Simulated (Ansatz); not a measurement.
Here is the system:

MoSe2 (fluorite or antifluorite type, Fm-3m), a = b = c = 6.200 Å, α = β = γ = 90.00°; the cell used has 3 atoms.

This is the PBE-relaxed structure.

Q: All from the program Ansatz at the PBE level (PAW), unless another level is named. Estimate the electronic character.

A: metallic (no gap).

Q: Next, the formation energy from the elements (no fitted shifts)?

A: 0.016 eV/atom.

Q: And the density of states at the Fermi level?

A: 1.3 states/eV per atom (mean over ±0.08 eV).

A made-up cell: these elements were put on the sites of a structure type; neither database checked (COD, Materials Project) lists it. It is not the phase usual at ambient conditions (space group No. 194). Symmetry was held in the PBE relaxation; whether a distortion lowers the energy is not shown. The run is not spin-polarised. The references are the lowest solids computed at this level, not always the standard phases. Spin–orbit coupling is left out wherever it is not named.

Potentials: the later of the program's two PAW sets.
